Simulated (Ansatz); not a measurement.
Stationary points along a deformation path in Li

Level of theory: DFT PBEsol, scalar-relativistic, plane waves, PAW in Ansatz 0.2.0. Settings: plane waves to 420 eV, k-mesh 18×18×10 (Γ-centred), Gaussian smearing 0.15 eV. No spin polarisation. Energies are free energies at this smearing, counted from the undisturbed cell; pressure is positive in compression.

The starting cell (as given, not relaxed at this level; it stands at -0.7 GPa; this form isn't the usual structure):

```yaml
crystal:
  lattice:
    - [3.11100, 0.00000, 0.00000]
    - [-1.55550, 2.69421, 0.00000]
    - [0.00000, 0.00000, 5.09300]
  atoms:
    - { symbol: Li, position: [0.33333, 0.66667, 0.25000] }
    - { symbol: Li, position: [0.66667, 0.33333, 0.75000] }
```

At fixed volume and fractional coordinates, lengths along (0.000, 0.000, 1.000) are scaled against those across it; ρ is that ratio over its starting value. V = 21.344 Å³/atom. Δσ is the stress along the axis less the mean stress across it (compression positive).

| ρ | ΔE (meV/atom) | Δσ (GPa) | space group |
| --- | --- | --- | --- |
| 0.800 | 36.4 | 3.35 | P6_3/mmc |
| 0.850 | 20.8 | 2.52 | P6_3/mmc |
| 0.920 | 6.1 | 1.55 | P6_3/mmc |
| 0.960 | 1.6 | 0.81 | P6_3/mmc |
| 1.000 | 0.0 | 0.05 | P6_3/mmc |
| 1.050 | 2.4 | -1.19 | P6_3/mmc |
| 1.100 | 10.2 | -2.68 | P6_3/mmc |
| 1.200 | 43.8 | -6.16 | P6_3/mmc |
| 1.300 | 100.9 | -9.93 | P6_3/mmc |

How does the stress give the slope of the energy, and where is the energy stationary?

Along the path d ln(length) is 2/3 d ln ρ on the axis and −1/3 d ln ρ across it, so dE/d ln ρ = −(2/3) V Δσ: the energy falls with ρ where Δσ is positive. Δσ vanishes or changes sign between ρ = 1.000 and 1.050, a minimum (near 1.00 by linear interpolation). Pairs of stationary points between two samples would go unseen, and could change a minimum read from distant neighbours into a maximum.

Integrate that slope from ρ = 1 to 0.850 by the trapezoid rule.

With V/N in Å³ and 1 eV/Å³ = 160.2 GPa the slopes at ρ = 1.000, 0.960, 0.920, 0.850 are -4, -72, -138, -224 meV/atom per unit of ln ρ. The steps add 1.6 + 4.5 + 14.3 = 20.3 meV/atom, against 20.8 from the energies; the trapezoid rule misses the curvature of the slope within each step.

In a metal these slopes depend on the k mesh and the smearing.

Cost: 9 runs of about 0.66 core-minutes in all, on Arm Neoverse V1 (shared hosts).